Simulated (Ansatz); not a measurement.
Nb$_{2}$GeB$_{2}$:
```xyz
5
Lattice="3.1785 0.0000 0.0000 -1.5892 2.7526 0.0000 0.0000 0.0000 7.0675" Properties=species:S:1:pos:R:3 pbc="T T T"
Nb     0.0000     1.8351     5.0925
Nb     0.0000     1.8351     1.9750
Ge     0.0000     0.0000     0.0000
B      0.0000     0.0000     3.5338
B      1.5892     0.9175     3.5338
```

Relaxed with r²SCAN.

Map the electron localisation function on the plane through (0.333, 0.667, 0.721) spanned by u = [0, 0, 1] and v = [1, -1, 0] in lattice vectors, from plane-wave PAW r²SCAN (Ansatz code).

x is the fraction of u, y of v (the angle between them is 90°; rows are the nearest grid lines); atoms in the plane: Nb at (0.00, 0.00), Nb at (0.56, 0.00), Ge at (0.28, 0.67), B at (0.78, 0.67), B at (0.78, 0.33).
```
|027972123454311489511588411221269830|
|258962124554311489733798411221269852|
|789852134555421379988997312332248987|
|775323566666664224677642235664323577|
|332235665555666422233222466776532233|
|111356665434567642111234677667764211|
|223577653222456764222357774335776422|
|445677531592246776444578740001688654|
|445677531362246776444578740001688654|
|334677642111356775434568863114787643|
|334677653223457775433467887667887543|
|334567655444567765333457889999876533|
|334455554444555554334457889999876543|
|444444443333344444444567887667887654|
|544443322111223344445678863114788755|
|554433211111122344556788740001688765|
|554433211101112344556788740001688765|
|322333222212222332223457764335776433|
|211222333222332221122234676667753222|
|332212233333332112333222456766532233|
|776321234444432124677642235654223567|
|789852124554321379987897312331248987|
|258962123454311489733798411221269852|
|027972123454311489511588411221269830|
```
Scale: ten equal steps from 0.000 (start of '0') to 0.816 (end of '9'), in the order '0123456789'; x runs from 0.000 to 1.00, y from 0.000 (bottom) to 1.00 (top).

The density is the valence pseudo-density with augmentation charge, so density and ELF within about 1 Å of a nucleus are not all-electron values.

Space group P-6m2. The start of the workflow was typed in or built on a structure type; neither database checked (COD, Materials Project) lists it. Whether it is the stable phase at ambient conditions was not checked. The r²SCAN relaxation kept the symmetry of its start; whether a distortion lowers the energy is not shown. The run is not spin-polarised.

Potentials: the earlier of the program's two PAW sets. The files were generated under PBE; for other functionals the program regenerates the frozen cores, and for LDA and PBEsol the local potential too.
